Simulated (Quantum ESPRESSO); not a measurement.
**Kohn-Sham bands of Zn₂SeS (R3m)**

```
CELL_PARAMETERS angstrom
     -1.95375     3.38399     0.00000
     -3.90750     0.00000     0.00000
     -1.95375     1.12800     6.38365
ATOMIC_POSITIONS crystal
  Zn 0.99626 0.99626 0.01121
  Zn 0.50363 0.50363 0.48911
  Se 0.37548 0.37548 0.87356
  S  0.87465 0.87465 0.37604
```

Cell from Materials Project (mp-1215446), symmetrised, no further relaxation. Not found in the COD (Crystallography Open Database) copy used; not checked further. Computed values, not measurements, from PBEsol: Quantum ESPRESSO (norm-conserving PseudoDojo potentials, cutoff 69 Ry, spinors with spin-orbit coupling) on a Γ-centred 4×4×4 mesh, then Wannier90. Density: 10×10×10 mesh, cold smearing 0.01 Ry.

**Question.** List the Kohn-Sham levels between −8 and 4.3 eV relative to the valence-band maximum at the high-symmetry points, as a band run of pw.x on that density gives them (levels within 2 meV counted together).

**Answer.** 
```
point  k (reciprocal lattice)                                                                                                                                                                                                                                             levels (eV)
-----  ----------------------  ------------------------------------------------------------------------------------------------------------------------------------------------------------------------------------------------------------------------------------------------------
Γ           0.000 0.000 0.000                                     -6.93 (×2), -6.87 (×2), -6.74 (×2), -6.68 (×2), -6.52 (×2), -6.45 (×2), -6.30 (×2), -6.25 (×2), -6.17 (×2), -6.04 (×2), -5.62 (×2), -1.33 (×2), -1.26 (×2), -0.39 (×2), -0.13 (×2), 0.00 (×2), 1.26 (×2), 2.62 (×2)
T           0.000 0.000 0.500                                    -6.92 (×2), -6.84 (×2), -6.74 (×2), -6.73 (×2), -6.66 (×2), -6.51 (×2), -6.35 (×2), -6.31 (×2), -6.23 (×2), -6.18 (×2), -3.40 (×2), -3.15 (×2), -1.15 (×2), -1.11 (×2), -0.48 (×2), -0.23 (×2), 2.50 (×2), 3.00 (×2)
H_2       -0.313 -0.625 0.187  -6.82, -6.79, -6.74, -6.71, -6.63, -6.57, -6.51, -6.50, -6.46, -6.41, -6.40, -6.40, -6.29, -6.23, -6.22, -6.15, -6.04, -5.99, -5.96, -5.93, -5.16, -5.13, -5.02, -4.93, -3.43, -3.42, -3.11, -3.03, -2.11, -2.09, -1.81, -1.79, 3.86, 3.87, 3.92, 3.94
H_0      -0.375 -0.687 -0.187  -6.82, -6.79, -6.74, -6.71, -6.63, -6.57, -6.51, -6.50, -6.46, -6.41, -6.40, -6.40, -6.29, -6.23, -6.22, -6.15, -6.04, -5.99, -5.96, -5.93, -5.16, -5.13, -5.02, -4.93, -3.43, -3.42, -3.11, -3.03, -2.11, -2.09, -1.81, -1.79, 3.86, 3.87, 3.92, 3.94
L          0.000 -0.500 0.000                                    -6.85 (×2), -6.71 (×2), -6.64 (×2), -6.56 (×2), -6.44 (×2), -6.42 (×2), -6.31 (×2), -6.22 (×2), -6.10 (×2), -6.05 (×2), -4.96 (×2), -4.77 (×2), -2.87 (×2), -2.63 (×2), -2.21 (×2), -1.56 (×2), 3.45 (×2), 3.86 (×2)
S_0      -0.344 -0.687 -0.344              -6.81, -6.79, -6.74, -6.71, -6.63, -6.57, -6.51, -6.49, -6.47, -6.41, -6.41, -6.39, -6.29, -6.24, -6.21, -6.15, -6.04, -6.00, -5.95, -5.93, -5.15, -5.12, -4.98, -4.88, -3.58, -3.56, -3.05, -2.96, -2.17, -2.14, -1.82, -1.80, 3.67, 3.67
S_2       -0.344 -0.656 0.000              -6.81, -6.79, -6.74, -6.71, -6.63, -6.57, -6.51, -6.49, -6.47, -6.41, -6.41, -6.39, -6.29, -6.24, -6.21, -6.15, -6.04, -6.00, -5.95, -5.93, -5.15, -5.12, -4.98, -4.88, -3.58, -3.56, -3.05, -2.96, -2.17, -2.14, -1.82, -1.80, 3.67, 3.67
F         -0.500 -0.500 0.000                         -6.88 (×2), -6.77 (×2), -6.59 (×2), -6.51 (×2), -6.45 (×2), -6.41 (×2), -6.25 (×2), -6.18 (×2), -6.06 (×2), -6.01 (×2), -5.62 (×2), -4.97 (×2), -2.60 (×2), -2.51 (×2), -1.19 (×2), -1.02 (×2), 2.53 (×2), 2.76 (×2), 3.40 (×2)
```
